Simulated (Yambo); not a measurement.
Absorption of LiO2H3 (space group P-1, No. 2, within 0.06 Å of C2/m) with and without the electron-hole interaction (Yambo, LDA bands; 8×4×4 mesh, 11 valence and 6 conduction bands, static screening with 50 bands and a 3 Ry block, scissor 3.17 eV, Tamm-Dancoff; field along x). Axes are Cartesian, with cell vectors (Å) (3.13, 0.00, 0.00), (-1.26, 5.35, 0.00), (-1.30, -0.91, 5.28).

| E (eV) | Im ε, BSE | Im ε, independent quasiparticles |
|---|---|---|
| 6.02 | 0.06 | 0.01 |
| 6.12 | 0.07 | 0.01 |
| 6.22 | 0.07 | 0.01 |
| 6.32 | 0.08 | 0.01 |
| 6.42 | 0.10 | 0.02 |
| 6.52 | 0.12 | 0.02 |
| 6.62 | 0.15 | 0.02 |
| 6.72 | 0.20 | 0.02 |
| 6.82 | 0.29 | 0.02 |
| 6.92 | 0.48 | 0.02 |
| 7.02 | 0.65 | 0.02 |
| 7.12 | 0.57 | 0.02 |
| 7.22 | 0.55 | 0.02 |
| 7.32 | 0.73 | 0.02 |
| 7.42 | 1.21 | 0.02 |
| 7.52 | 1.89 | 0.03 |
| 7.62 | 1.63 | 0.03 |
| 7.72 | 1.00 | 0.03 |
| 7.82 | 0.65 | 0.03 |
| 7.93 | 0.52 | 0.04 |
| 8.03 | 0.51 | 0.04 |
| 8.13 | 0.60 | 0.05 |
| 8.23 | 0.71 | 0.06 |
| 8.33 | 0.68 | 0.06 |
| 8.43 | 0.65 | 0.07 |
| 8.53 | 0.68 | 0.10 |
| 8.63 | 0.72 | 0.12 |
| 8.73 | 0.84 | 0.15 |
| 8.83 | 1.08 | 0.17 |
| 8.93 | 1.31 | 0.20 |
| 9.03 | 1.55 | 0.23 |
| 9.13 | 1.82 | 0.29 |
| 9.23 | 2.31 | 0.36 |
| 9.33 | 3.02 | 0.35 |
| 9.43 | 4.44 | 0.34 |
| 9.53 | 6.64 | 0.34 |
| 9.63 | 6.73 | 0.36 |
| 9.73 | 4.77 | 0.43 |
| 9.83 | 3.36 | 0.48 |
| 9.93 | 2.46 | 0.57 |
| 10.03 | 2.07 | 0.63 |
| 10.13 | 2.07 | 0.58 |
| 10.23 | 2.46 | 0.50 |
| 10.33 | 2.81 | 0.47 |
| 10.43 | 2.65 | 0.52 |
| 10.53 | 2.04 | 0.57 |
| 10.63 | 1.72 | 0.56 |
| 10.73 | 1.53 | 0.57 |
| 10.83 | 1.67 | 0.59 |
| 10.93 | 1.76 | 0.60 |
| 11.04 | 1.77 | 0.61 |
| 11.14 | 1.68 | 0.68 |
| 11.24 | 1.69 | 0.79 |
| 11.34 | 1.65 | 0.99 |
| 11.44 | 1.60 | 1.14 |
| 11.54 | 1.40 | 1.17 |
| 11.64 | 1.57 | 1.24 |
| 11.74 | 1.58 | 1.33 |
| 11.84 | 1.33 | 1.46 |
| 11.94 | 1.15 | 1.59 |
| 12.04 | 1.05 | 1.67 |
| 12.14 | 0.99 | 1.90 |
| 12.24 | 0.92 | 2.21 |
| 12.34 | 0.98 | 2.31 |
| 12.44 | 0.93 | 2.30 |
| 12.54 | 0.99 | 2.31 |
| 12.64 | 0.94 | 2.45 |
| 12.74 | 0.88 | 2.57 |
| 12.84 | 0.82 | 2.61 |
| 12.94 | 0.82 | 2.67 |

The scissor comes from a G0W0 run whose convergence isn't established. Broadening 0.15 eV. The band window holds all transitions up to 14.7 eV. Fine structure above the onset can come from the mesh.

Geometry of the Materials Project entry, not relaxed at this level; primitive cell a = 3.128 Å, b = 5.501 Å, c = 5.509 Å, α = 96.15°, β = 103.63°, γ = 103.24°.

The structure is a Materials Project entry; no match was found in the copy of COD used, and its stability was not checked.

The distance between layers or molecules is the database entry's, not relaxed here. Functionals without dispersion can leave it too large, which widens gaps and weakens the response across layers: the numbers belong to this cell.
